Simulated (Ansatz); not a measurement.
VIr (L1₀ or tetragonal B2, P4/mmm), DFT-PBE in the program Ansatz with PAW potentials, all energies at zero smearing, with the estimated change up to a 700 eV cutoff added, with one set of potentials and settings (totals compare only within such a set). Cell of 2 atoms (1 Ir, 1 V): -14848.729 eV.

```tsv
element	reference phase	E (eV/atom)
Ir	Fm-3m, 1 atoms in the cell	-11935.3137
V	Im-3m, 1 atoms in the cell	-2912.4140
```

Formation energy per atom, worked out: (-14848.729 − 1×(-11935.3137) − 1×(-2912.4140))/2 = -0.500 eV/atom (-48 kJ per mol of atoms), at 0 K, without zero-point energy or fitted corrections.

The workflow started from an entry of the Crystallography Open Database (COD), which files this formula under 2 space groups. Its standing as an ambient phase is unchecked. Symmetry was held in the PBE relaxation; whether a distortion lowers the energy is not shown. The workflow began spin-polarised and lost its moments. The references are the lowest solids computed at this level, not always the standard phases. Spin–orbit coupling is left out wherever it is not named.

Potentials: the later of the program's two PAW sets.
